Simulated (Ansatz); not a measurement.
The start is a generated trial cell of BePd in the AFLOW prototype AB_hR2_166_a_b (L1_1, as in CuPt). The cell and all atomic positions are relaxed at zero pressure with PBE (plane waves to 420 eV, PAW, scalar-relativistic; Ansatz, an electronic-structure program). The first steps use a coarse 15×15×15 k-mesh.

Input geometry:
```
BePd
1.0
    1.27772     0.73769     4.07674
   -1.27772     0.73769     4.07674
    0.00000    -1.47539     4.07674
Be Pd
1 1
Cartesian
  0.00000   0.00000   0.00000
  0.00000   0.00000   6.11510
```

| Property | Value |
|---|---|
| Initial pressure | +14.7 GPa (positive: the cell is compressed) |
| Outcome | The space group stays R-3m (No. 166) (the run could not lower it), with 2 atoms in the primitive cell |
| Energy released | 0.26 eV/atom |
| Volume change | +4.9 %, from 11.53 to 12.09 Å³/atom |
| Shortest distances (start → end) | The closest pairs of elements (up to four, under 3.6 Å), start → end: Be–Pd 2.52 → 2.38 Å; Be–Be 2.56 → 2.85 Å; Pd–Pd 2.56 → 2.85 Å |
| Optimiser moves | 13 |

Relaxed structure:

```cif
data_Be3Pd3
_chemical_formula_sum 'Be3 Pd3'
_space_group_name_H-M_alt 'R-3m :H'
_space_group_IT_number 166
_space_group_name_Hall '-R 3 2"'
_cell_length_a 2.84878
_cell_length_b 2.84878
_cell_length_c 10.32054
_cell_angle_alpha 90.000
_cell_angle_beta 90.000
_cell_angle_gamma 120.000
loop_
_atom_site_label
_atom_site_type_symbol
_atom_site_symmetry_multiplicity
_atom_site_Wyckoff_symbol
_atom_site_fract_x
_atom_site_fract_y
_atom_site_fract_z
_atom_site_occupancy
Be1 Be 3 a 0.00000 0.00000 0.00000 1
Pd1 Pd 3 b 0.00000 0.00000 0.50000 1
```
(The calculation used a cell of 2 atoms; values per cell refer to that cell.)

Final values are on a 19×19×19 k-mesh of the relaxed cell. No spin polarisation in the result.

The run could not lose the symmetry of its start, so the end can be a saddle point.

All atoms sit on sites fixed by symmetry, so only the cell could relax.

The relaxed structure here is a generated cell of BePd: the first start was made by placing the elements on the sites of a structure type, and the end was not matched to a known phase here, so it may be hypothetical.
